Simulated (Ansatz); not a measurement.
All numbers below come from DFT PBE, scalar-relativistic, plane waves, PAW in Ansatz. All cells share a 420 eV cutoff and Γ-centred k meshes spaced at most about 0.3 Å⁻¹ (about 0.25 or finer for metals, 2π included). Collinear spin in cells that started with moments and kept them past the coarse steps, no spin elsewhere.

All energies are static (0 K, no zero-point motion).

Compare these two cells of InRu2, each relaxed at this level.

A. (no spin)

Space group P-4m2 (No. 115). a = 2.856 Å, b = 2.856 Å, c = 6.390 Å, α = 90.00°, β = 90.00°, γ = 90.00°
| atom | site | symmetry | x | y | z |
| --- | --- | --- | --- | --- | --- |
| In | 1d | -4m2 | 0.0000 | 0.0000 | 0.5000 |
| Ru | 2g | 2mm. | 0.5000 | 0.0000 | 0.8775 |

B. (site moments Ru 1.2 (×2) μB)

Space group Fm-3m (No. 225). a = 6.149 Å, b = 6.149 Å, c = 6.149 Å, α = 90.00°, β = 90.00°, γ = 90.00°
```
atom  site  symmetry       x       y       z
  In    4a      m-3m  0.0000  0.0000  0.0000
  Ru    8c      -43m  0.2500  0.7500  0.7500
```

Problem. Which would you expect to be lower, and how large is the difference?

Solution. A is lower, by 0.85 eV/atom. A has space group P-4m2 (No. 115), 17.4 Å³/atom and no gap on its mesh; B has the fluorite type, space group Fm-3m (No. 225), 19.4 Å³/atom and no gap. Counting all near atoms (those within 1.25 times the shortest distance at each site; a plus sign parts nearer from farther groups), A has In 8, Ru 10 and B has In 8, Ru 4+6. Their magnetic states differ too. The denser one is the lower, and pressure would at first widen the difference. Even the lower one lies +0.24 eV/atom against the reference forms of the elements (uncorrected), so neither is stable at this level. In A, around In lie 4 Ru at 2.80 Å and 4 In at 2.86 Å; Ru has 4 Ru at 2.56 Å, 2 In at 2.80 Å and 4 Ru at 2.86 Å. In B, In has 8 Ru at 2.66 Å; Ru is surrounded by 4 In at 2.66 Å and 6 Ru at 3.07 Å. Both come from invented guesses. A third cell relaxed alike, in I4/mmm, lies 151 meV/atom below the lower of the two; the P-4m2 cell fell into it when its atoms were moved at random.

Another magnetic order may lie lower. Cells relaxed within their symmetry can be saddle points.
